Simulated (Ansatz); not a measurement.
**PbO₂: pressure against volume**

A database entry relaxed whole under r2SCAN (P4_2/mnm):

```xyz
6
Lattice="4.9861 0.0000 0.0000 0.0000 4.9861 0.0000 0.0000 0.0000 3.4071" Properties=species:S:1:pos:R:3 pbc="T T T"
Pb    0.0000    0.0000    0.0000
Pb    2.4930    2.4930    1.7035
O     1.5318    1.5318    0.0000
O     0.9612    4.0248    1.7035
O     3.4543    3.4543    0.0000
O     4.0248    0.9612    1.7035
```

The cell was scaled uniformly, its shape held, and the atoms relaxed at each volume with plane-wave PAW DFT (Ansatz 0.2.0; r2SCAN, 500 eV, 7×7×10 Γ-centred mesh, fermi-dirac occupations of width 0.100 eV; no spin, no spin-orbit coupling). One row is withheld.

| volume (Å³/atom) | energy over the lowest (meV/atom) | pressure (GPa) |
| --- | --- | --- |
| 13.270 | 25.8 | 10.63 |
| 13.553 | 10.8 | 6.63 |
| 13.835 | ? | ? |
| 14.117 | 0.0 | -0.01 |
| 14.400 | 2.7 | -2.76 |
| 14.682 | 9.9 | -5.17 |
| 14.964 | 21.1 | -7.29 |

**Question.** Fit the pressures of the other rows to the third-order Birch-Murnaghan form.

**Answer.** With f = [(V₀/V)^(2/3) − 1]/2 and P = 3B₀f(1 + 2f)^(5/2)[1 + 3(B₀′ − 4)f/2], least squares gives V₀ = 14.12 Å³ an atom, B₀ = 146 GPa and B₀′ = 5.3; the rows miss the fit by less than 0.01 GPa. The slope of the energies differs from these pressures by 0.13 GPa, since they are taken to zero smearing while pressures follow the free energy.

**Question.** What does the withheld row hold?

**Answer.** The fit gives 3.10 GPa at 13.835 Å³; the run gave 3.12 GPa and 2.5 meV an atom.

Caveats: the shape of the cell was held, so B₀ is an upper bound where the axes differ in stiffness; 0 K, fixed nuclei; the symmetry was kept, and this need not be the phase that is stable at 0 K; one mesh for all volumes; pressure is positive in compression.
